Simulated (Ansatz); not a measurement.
Si: a jump of Fe

Computed with DFT PBE, scalar-relativistic, plane waves, PAW in Ansatz 0.2.0. (420 eV cutoff, 2×2×2 k-mesh, shifted by half a step, Gaussian smearing of 0.02 eV, collinear spin)

Host crystal, relaxed:

```
CELL_PARAMETERS angstrom
0.00000 2.73505 2.73505
2.73505 0.00000 2.73505
2.73505 2.73505 0.00000
ATOMIC_POSITIONS crystal
Si 0.75000 0.75000 0.75000
Si 0.50000 0.50000 0.50000
```

In a supercell of 32 host sites with charge +1, interstitial Fe hops to an equivalent place, moving 2.34 Å between the relaxed ends. Climbing-image nudged elastic band at fixed cell with images 0 (start) to 6 (end), the path measured over all atoms, converged to 0.05 eV/Å; the order of the saddle wasn't checked, and the small cell leaves errors of about a tenth of an eV.

Supercell rows in host cell vectors: 1 1 1; -3 1 1; 1 -3 1. Fe was set at (0.000, 0.000, 0.000) of the host cell.

At the relaxed start Fe has 3 Si at 2.42 Å, 1 Si at 2.43 Å, 1 Si at 2.69 Å, 1 Si at 2.70 Å, 1 Si at 2.71 Å, 1 Si at 2.78 Å, 2 Si at 2.79 Å.

With moments and this functional the run may sit in a state above the lowest one.

Question: How high is the barrier, and where does the atom pass?

Answer: 0.60 eV at image 4, where Fe has 1 Si at 2.26 Å, 1 Si at 2.37 Å, 1 Si at 2.38 Å, 1 Si at 2.40 Å, 1 Si at 2.41 Å, 1 Si at 2.52 Å, 1 Si at 3.07 Å, 1 Si at 3.15 Å.

Cost: 1 run of about 2.8 core-hours, on Intel Xeon Platinum 8259CL (Skylake/Cascade Lake) (shared hosts).